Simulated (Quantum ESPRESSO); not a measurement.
pw.x input (Quantum ESPRESSO 7.5; PBEsol, PseudoDojo standard norm-conserving files, scalar-relativistic):

```
&CONTROL
  calculation = 'scf'
  pseudo_dir = './pseudo'
  outdir = './out'
  tprnfor = .true.
  tstress = .true.
/
&SYSTEM
  ibrav = 0
  nat = 4
  ntyp = 3
  ecutwfc = 84.0
  ecutrho = 336.0
  occupations = 'smearing'
  smearing = 'fd'
  degauss = 0.002
  nbnd = 13
/
&ELECTRONS
  conv_thr = 4e-10
/
ATOMIC_SPECIES
H 1.0080 H.upf
Li 6.9400 Li.upf
F 18.9984 F.upf
CELL_PARAMETERS angstrom
  1.494255285820   0.862708691506   4.389261807000
 -1.494255285820   0.862708691506   4.389261807000
 -0.000000000000  -1.725417383013   4.389261807000
ATOMIC_POSITIONS crystal
H   0.500000000000   0.500000000000   0.500000000000
Li   0.000000000000   0.000000000000   0.000000000000
F   0.413470879500   0.413470879500   0.413470879500
F   0.586529120500   0.586529120500   0.586529120500
K_POINTS automatic
10 10 10 0 0 0
```

End of the output:

```
     total energy              =    -114.04690065 Ry
     estimated scf accuracy    <       0.00000106 Ry
     total energy              =    -114.04690082 Ry
     estimated scf accuracy    <          5.4E-09 Ry
     total energy              =    -114.04690082 Ry
     estimated scf accuracy    <          1.5E-09 Ry
[...]
     the Fermi energy is     3.6517 ev
!    total energy              =    -114.04690082 Ry
     estimated scf accuracy    <          8.9E-11 Ry
     smearing contrib. (-TS)   =       0.00000000 Ry
     internal energy E=F+TS    =    -114.04690082 Ry
     The total energy is F=E-TS. E is the sum of the following terms:
     one-electron contribution =     -56.42440261 Ry
     hartree contribution      =      35.77163931 Ry
     xc contribution           =     -25.78362044 Ry
     ewald contribution        =     -67.61051708 Ry
     convergence has been achieved in   9 iterations
     Forces acting on atoms (cartesian axes, Ry/au):
     atom    1 type  1   force =     0.00000000   -0.00000000   -0.00000000
     atom    2 type  2   force =     0.00000000    0.00000000    0.00000000
     atom    3 type  3   force =    -0.00000000    0.00000000   -0.00083020
     atom    4 type  3   force =     0.00000000   -0.00000000    0.00083020
     Total force =     0.001174     Total SCF correction =     0.000015
     Computing stress (Cartesian axis) and pressure
          total   stress  (Ry/bohr**3)                   (kbar)     P=       -4.11
  -0.00001589   0.00000000   0.00000000           -2.34        0.00        0.00
   0.00000000  -0.00001589  -0.00000000            0.00       -2.34       -0.00
   0.00000000  -0.00000000  -0.00005203            0.00       -0.00       -7.65
```
In a gapped system the printed Fermi energy is only some level inside the gap.

Geometry relaxed with PBE+D3(BJ).
